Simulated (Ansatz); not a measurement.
Polymorphs of TaAs, each relaxed with plane-wave PAW PBE (Ansatz code):

A: CsCl type (Pm-3m)
a = 3.215 Å, b = 3.215 Å, c = 3.215 Å, α = 90.00°, β = 90.00°, γ = 90.00°

```json
[
 {"atom": "Ta", "site": "1a", "symmetry": "m-3m", "x": "0.0000", "y": "0.0000", "z": "0.0000"},
 {"atom": "As", "site": "1b", "symmetry": "m-3m", "x": "0.5000", "y": "0.5000", "z": "0.5000"}
]
```

B: I4_1md
a = b = 3.463 Å, c = 11.737 Å, α = β = γ = 90.00°

| atom | site | symmetry | x | y | z |
|---|---|---|---|---|---|
| Ta | 4a | 2mm. | 0.0000 | 0.0000 | 0.7502 |
| As | 4a | 2mm. | 0.0000 | 0.0000 | 0.3324 |

Task: Put the candidates in order of energy per atom at 0 K, lowest first, for PBE.

Result: B (+0 meV/atom), A (+277 meV/atom)

Constructed cells (a structure type filled with these elements, in neither database checked): A. Not the usual ambient phase: A. All cells were relaxed under the symmetry of their starts (and spin orders); stability against distortions was not tested throughout. Rows with no word on spin ran without spin polarisation. Spin–orbit coupling is left out wherever it is not named.

Energies hold the estimated change up to a 700 eV cutoff; steps of a few meV lie near the error of the meshes.

Potentials: the earlier of the program's two PAW sets.
